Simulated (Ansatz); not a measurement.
**Question.** Name crystals whose computed values (DFT-LDA in the program Ansatz with PAW potentials) fall in these windows: B₀ by P(V) fit (GPa) 140 to 180; Θ_D (K) 330 to 440.

**Answer.** 

| crystal | B₀ by P(V) fit (GPa) | Θ_D (K) |
|---|---|---|
| ZnO, wurtzite | 161 | 399 |
| CdO, rock salt | 162 | 355 |
Others may fit too.

All cells were relaxed under the symmetry of their starts (and spin orders); stability against distortions was not tested throughout. Scalar-relativistic: spin–orbit coupling is off unless named, which matters more the heavier the elements.

Potentials: the earlier of the program's two PAW sets. The files were generated under PBE; for other functionals the program regenerates the frozen cores, and for LDA and PBEsol the local potential too.
